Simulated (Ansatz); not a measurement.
Yb on a Sr site in SrTiO3

Computed with the plane-wave PAW code Ansatz (scalar-relativistic, PAW set soft_2): PBE+U (Yb 6 eV, Ti 4 eV), no spin polarisation, 420 eV cutoff, k-mesh 2×2×2 shifted by half a step. The host itself was relaxed with PBE+U (Ti 4 eV).

The relaxed host crystal (Kohn–Sham gap 2.30 eV):

```yaml
crystal:
  lattice:
    - [3.94714, 0.00000, 0.00000]
    - [0.00000, 3.94714, 0.00000]
    - [0.00000, 0.00000, 3.94714]
  atoms:
    - { symbol: Sr, position: [0.00000, 0.00000, 0.00000] }
    - { symbol: Ti, position: [0.50000, 0.50000, 0.50000] }
    - { symbol: O, position: [0.50000, 0.00000, 0.50000] }
    - { symbol: O, position: [0.50000, 0.50000, 0.00000] }
    - { symbol: O, position: [0.00000, 0.50000, 0.50000] }
```

Supercell of 20 atoms, rows of the matrix [[-1,1,1],[1,-1,1],[1,1,-1]] times the cell vectors; Yb on a Sr site at (0.000, 0.000, 0.000) in fractions of the cell above. Atoms are relaxed at the host's cell, from a start shaken by 0.03 Å near the defect. The cell loses 1 of its 4 Sr, so this is a heavily doped crystal.

Task: How does the lattice relax around the defect, and where do the electrons go?

Result: Nearest atoms to the Yb atom: in the perfect crystal O 2.79 Å, O 2.79 Å, O 2.79 Å, O 2.79 Å, O 2.79 Å, O 2.79 Å, O 2.79 Å, O 2.79 Å; relaxed O 2.50 Å, O 2.50 Å, O 2.50 Å, O 2.50 Å, O 2.63 Å, O 2.63 Å, O 2.63 Å, O 2.63 Å.

```tsv
charge	gap of the cell on the mesh (eV)	carriers
0	1.04	none in the bands
```

On this mesh the host's own supercell has a gap of 2.39 eV.

The moment on Yb matches Yb2+ (4f14) at charge 0.

No formation energy is given, since most atoms moved, so the host may distort by itself.

Relaxed cell at charge 0:

```
SrTiO3 Yb_Sr charge 0
1.0
    -3.9471    3.9471    3.9471
     3.9471   -3.9471    3.9471
     3.9471    3.9471   -3.9471
Yb Sr Ti O
1 3 4 12
Direct
  0.9990 0.4506 0.4516
  0.4991 0.9970 0.4978
  0.4991 0.4969 0.9979
  0.9991 0.9966 0.9976
  0.5075 0.4954 0.4964
  0.9991 0.9870 0.4963
  0.9991 0.4954 0.9879
  0.4907 0.9869 0.9879
  0.2478 0.4787 0.2307
  0.7499 0.9808 0.2307
  0.7451 0.5323 0.7870
  0.2527 0.0399 0.7870
  0.2478 0.2297 0.4796
  0.7451 0.7861 0.5333
  0.7499 0.2297 0.9817
  0.2527 0.7861 0.0408
  0.4389 0.7272 0.7281
  0.9989 0.2872 0.7281
  0.9989 0.7272 0.2881
  0.5589 0.2872 0.2882
```

Caveats: most atoms moved far, the host may distort by itself; semilocal functionals make gaps too small, which shifts levels too; small supercell, so energies and levels can be off by tenths of an eV; one random start near the defect, so other minima are possible.
